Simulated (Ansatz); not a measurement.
# Zr$_{6}$InPb$_{2}$: relaxation (Ansatz)

Input:

```yaml
crystal:
  lattice:
    - [7.821219, 0.0, 0.0]
    - [-3.910609, 6.773378, 0.0]
    - [0.0, 0.0, 3.658815]
  atoms:
    - { symbol: Pb, position: [0.3333, 0.6667, 0.5] }
    - { symbol: Pb, position: [0.6667, 0.3333, 0.5] }
    - { symbol: Zr, position: [0.5961, 0.0, 0.0] }
    - { symbol: Zr, position: [0.4039, 0.4039, 0.0] }
    - { symbol: Zr, position: [0.0, 0.5961, 0.0] }
    - { symbol: Zr, position: [0.2428, 0.0, 0.5] }
    - { symbol: Zr, position: [0.7572, 0.7572, 0.5] }
    - { symbol: Zr, position: [0.0, 0.2428, 0.5] }
    - { symbol: In, position: [0.0, 0.0, 0.0] }
  symmetry: { tolerance: 0.0003 }
kpoints:
  mp_grid: { grid: [5, 5, 9], shift: [0, 0, 0] }
magnetization:
  spin_polarized: false
scf:
  occupations: { method: fermi_dirac }
  lower_state_search: "off"
hamiltonian:
  pseudopotentials: { kind: paw }
  xc: pbe
basis:
  ecutwfc: 420
  fft_grid_basis: typed
relax:
  max_steps: 80
  cell: { p_target: 0.0 }
output:
  forces: true
  stress: true
  eigenvalues: true
  bader: true
  populations: true
  elf: true
  write_potential: true
  volumetric_format: npy
  dos:
    e_range: [-12, 8]
    de: 0.05
    projected: { site_lists: { In: [In], Pb: [Pb], Zr: [Zr] } }
  write_density: true
checkpoint:
  read: saved_state
```

Launch command:

```bash
ansatz run input.yaml --threads 2 --pin off --max-ram 2560MiB --backend cpu --events-out ev --progress --plain --runs-dir out
```

Origin of the cell: a known structure type with other elements, at an estimated volume, so it need not be a known compound.

The smearing width isn't typed, so it takes its default of 0.1 eV.

The saved state is a converged single point of the same cell.

Steps («new basis» is an SCF on plane waves selected anew at the same cell):

```csv
step,ΔF (meV/atom),max force component (eV/Å),P (GPa),volume (Å³),SCF iterations,step was
1,0.0,2.713,13.87,193.83,6,accepted
2,-161.9,0.161,0.02,213.58,7,accepted
3,-163.0,0.108,-0.19,214.11,5,accepted
4,-165.2,0.037,-0.08,214.34,6,accepted
5,-165.2,0.008,-0.03,214.25,5,accepted
6,-165.6,0.008,-0.03,214.25,7,new basis
```

Step 1, with forces in eV/Å:

```xyz
9
Lattice="7.821 0.000 0.000 -3.911 6.773 0.000 0.000 0.000 3.659" Properties=species:S:1:pos:R:3:forces:R:3 pbc="T T T" step=1
Pb    0.000    4.516    1.829    0.000    0.000    0.000
Pb    3.911    2.258    1.829    0.000    0.000    0.000
Zr    4.662    0.000    0.000    0.287    0.000    0.000
Zr    1.579    2.736    0.000   -0.144   -0.249    0.000
Zr   -2.331    4.038    0.000   -0.144    0.249    0.000
Zr    1.899    0.000    1.829    2.713    0.000    0.000
Zr    2.961    5.129    1.829   -1.357   -2.350    0.000
Zr   -0.949    1.645    1.829   -1.357    2.350    0.000
In    0.000    0.000    0.000    0.000    0.000    0.000
```

Step 2, with forces in eV/Å:

```xyz
9
Lattice="8.012 0.000 0.000 -4.006 6.939 0.000 0.000 0.000 3.842" Properties=species:S:1:pos:R:3:forces:R:3 pbc="T T T" step=2
Pb    0.000    4.626    1.921    0.000    0.000    0.000
Pb    4.006    2.313    1.921    0.000    0.000    0.000
Zr    4.809    0.000    0.000    0.161    0.000    0.000
Zr    1.601    2.774    0.000   -0.080   -0.139    0.000
Zr   -2.405    4.165    0.000   -0.080    0.139    0.000
Zr    2.118    0.000    1.921   -0.081    0.000    0.000
Zr    2.947    5.105    1.921    0.040    0.070    0.000
Zr   -1.059    1.834    1.921    0.040   -0.070    0.000
In    0.000    0.000    0.000    0.000    0.000    0.000
```

Step 3, with forces in eV/Å:

```xyz
9
Lattice="8.006 0.000 0.000 -4.003 6.933 0.000 0.000 0.000 3.857" Properties=species:S:1:pos:R:3:forces:R:3 pbc="T T T" step=3
Pb    0.000    4.622    1.929    0.000    0.000    0.000
Pb    4.003    2.311    1.929    0.000    0.000    0.000
Zr    4.813    0.000    0.000    0.108    0.000    0.000
Zr    1.596    2.765    0.000   -0.054   -0.093    0.000
Zr   -2.407    4.169    0.000   -0.054    0.093    0.000
Zr    2.112    0.000    1.929   -0.075    0.000    0.000
Zr    2.947    5.104    1.929    0.037    0.065    0.000
Zr   -1.056    1.829    1.929    0.037   -0.065    0.000
In    0.000    0.000    0.000    0.000    0.000    0.000
```

Step 4, with forces in eV/Å:

```xyz
9
Lattice="7.941 0.000 0.000 -3.970 6.877 0.000 0.000 0.000 3.925" Properties=species:S:1:pos:R:3:forces:R:3 pbc="T T T" step=4
Pb    0.000    4.584    1.963    0.000    0.000    0.000
Pb    3.970    2.292    1.963    0.000    0.000    0.000
Zr    4.780    0.000    0.000    0.011    0.000    0.000
Zr    1.581    2.738    0.000   -0.005   -0.009    0.000
Zr   -2.390    4.139    0.000   -0.005    0.009    0.000
Zr    2.070    0.000    1.963   -0.037    0.000    0.000
Zr    2.935    5.084    1.963    0.018    0.032    0.000
Zr   -1.035    1.793    1.963    0.018   -0.032    0.000
In    0.000    0.000    0.000    0.000    0.000    0.000
```

Step 6, with forces in eV/Å:

```xyz
9
Lattice="7.939 0.000 0.000 -3.969 6.875 0.000 0.000 0.000 3.925" Properties=species:S:1:pos:R:3:forces:R:3 pbc="T T T" step=6
Pb    0.000    4.584    1.963    0.000    0.000    0.000
Pb    3.969    2.292    1.963    0.000    0.000    0.000
Zr    4.780    0.000    0.000    0.000    0.000    0.000
Zr    1.579    2.736    0.000    0.000    0.000    0.000
Zr   -2.390    4.140    0.000    0.000    0.000    0.000
Zr    2.066    0.000    1.963   -0.008    0.000    0.000
Zr    2.936    5.086    1.963    0.004    0.007    0.000
Zr   -1.033    1.790    1.963    0.004   -0.007    0.000
In    0.000    0.000    0.000    0.000    0.000    0.000
```

```
Free energy lowered by                                                                 : 165.6 meV/atom
Volume change                                                                          : 10.54 %
Final pressure                                                                         : -0.03 GPa
Relaxation steps listed                                                                : 6
Formation energy (elements under the same functional, gases as molecules, uncorrected) : -0.191 eV/atom
Gap on the mesh                                                                        : none (metal)
```

Caveats: no moments, though an odd count or open d shells may carry them; no spin-orbit coupling, though heavy elements are present; the relaxation held the start's symmetry, so the end may be a saddle point.

Time: 87 s on 2 threads of Intel(R) Xeon(R) 6975P-C (Granite Rapids) (shared host), peak memory 0.74 GiB, from a saved density.
